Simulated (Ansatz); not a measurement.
A geometry of SnO2 away from equilibrium: the start of the relaxation of a relaxed SnO2 cell, doubled along one cell vector, shaken by Gaussian noise of σ = 0.08 Å a coordinate. All values below come from r2SCAN (plane waves to 500 eV, PAW, scalar-relativistic; Ansatz, a first-principles code). Γ-centred k-mesh 7×4×4 on the run's cell (coarser than for final values), Fermi–Dirac smearing 0.05 eV.

```xyz
12
Lattice="3.5483 0.0000 0.0000 0.0000 7.0965 0.0000 0.0000 0.0000 5.4313" Properties=species:S:1:pos:R:3 pbc="T T T"
Sn     0.0241    -0.0766     0.0713
Sn    -0.0138     3.4998     0.0239
Sn     1.7908     1.7611     2.7561
Sn     1.6671     5.3482     2.7517
O     -0.0017     1.7432     0.9417
O      0.0398     5.2515     0.9189
O     -0.0069     1.6692     3.7137
O     -0.1574     5.2723     3.6788
O      1.7279    -0.0560     1.7279
O      1.8415     3.5852     1.7941
O      1.7803    -0.0035     4.5142
O      1.7186     3.5577     4.4287
```

Problem. Give the Cartesian forces on all atoms (eV/Å).

Solution. 
```json
[
 {"atom": "Sn1", "Fx": "-0.32", "Fy": "0.75", "Fz": "-0.86"},
 {"atom": "Sn2", "Fx": "-0.75", "Fy": "0.02", "Fz": "-0.68"},
 {"atom": "Sn3", "Fx": "-0.40", "Fy": "0.27", "Fz": "-0.22"},
 {"atom": "Sn4", "Fx": "-1.00", "Fy": "-0.99", "Fz": "0.44"},
 {"atom": "O5", "Fx": "-0.07", "Fy": "-0.16", "Fz": "0.71"},
 {"atom": "O6", "Fx": "0.11", "Fy": "0.32", "Fz": "0.70"},
 {"atom": "O7", "Fx": "0.31", "Fy": "0.33", "Fz": "-0.55"},
 {"atom": "O8", "Fx": "2.02", "Fy": "0.42", "Fz": "-0.05"},
 {"atom": "O9", "Fx": "0.17", "Fy": "1.02", "Fz": "0.32"},
 {"atom": "O10", "Fx": "-0.24", "Fy": "-1.18", "Fz": "-0.29"},
 {"atom": "O11", "Fx": "-0.22", "Fy": "-0.27", "Fz": "-0.20"},
 {"atom": "O12", "Fx": "0.38", "Fy": "-0.53", "Fz": "0.66"}
]
```

Problem. What is the pressure?

Solution. +1.0 GPa, compression positive.

Problem. How much energy per atom can still be gained by relaxing?

Solution. 0.05 eV/atom; the path ends in C2/c (No. 15).

No spin polarisation in the result.

The end of the path is a generated cell of SnO2: the first start was made by placing the elements on the sites of a structure type, and the end was not matched to a known phase here, so it may be hypothetical. Known forms of SnO2 include space group No. 136.
